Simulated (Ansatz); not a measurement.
NbNF$_{2}$:
```cif
data_F2NNb
_chemical_formula_sum 'Nb1 N1 F2'
_space_group_name_H-M_alt 'P 1'
_space_group_IT_number 1
_cell_length_a 4.09479
_cell_length_b 4.09479
_cell_length_c 3.86031
_cell_angle_alpha 90.000
_cell_angle_beta 90.000
_cell_angle_gamma 90.000
loop_
_space_group_symop_operation_xyz
  'x, y, z'
loop_
_atom_site_label
_atom_site_type_symbol
_atom_site_fract_x
_atom_site_fract_y
_atom_site_fract_z
_atom_site_occupancy
Nb1 Nb 0.00000 0.00000 0.00000 1
N1 N 0.00000 0.00000 0.50000 1
F1 F 0.50000 0.00000 0.00000 1
F2 F 0.00000 0.50000 0.00000 1
```

Relaxed with r²SCAN.

Problem. Tabulate the valence density and the electron localisation function along the shortest Nb–F contact (2.05 Å), the program Ansatz at the r²SCAN level (PAW).

Solution. 

```tsv
distance from Nb (Å)	density (e/Å³)	ELF
0.20	4.80	0.28
0.31	5.15	0.53
0.41	5.00	0.71
0.51	4.28	0.78
0.61	3.23	0.79
0.72	2.18	0.71
0.82	1.36	0.51
0.92	0.85	0.25
1.02	0.63	0.12
1.13	0.63	0.20
1.23	0.82	0.44
1.33	1.24	0.69
1.43	2.03	0.79
1.54	3.46	0.79
1.64	5.64	0.76
1.74	8.34	0.67
1.84	11.08	0.55
```

The density is the valence pseudo-density with augmentation charge, so density and ELF within about 1 Å of a nucleus are not all-electron values.

Space group P4/mmm. The start of the workflow was typed in or built on a structure type; neither database checked (COD, Materials Project) lists it. Its standing as an ambient phase is unchecked. Symmetry was held in the r²SCAN relaxation; its stability against distortions is not shown here. The workflow began spin-polarised and lost its moments. The cell computed holds one magnetic atom, so no antiferromagnetic order was within reach. Other orbital occupations within this spin state were not tried.

Potentials: the later of the program's two PAW sets.
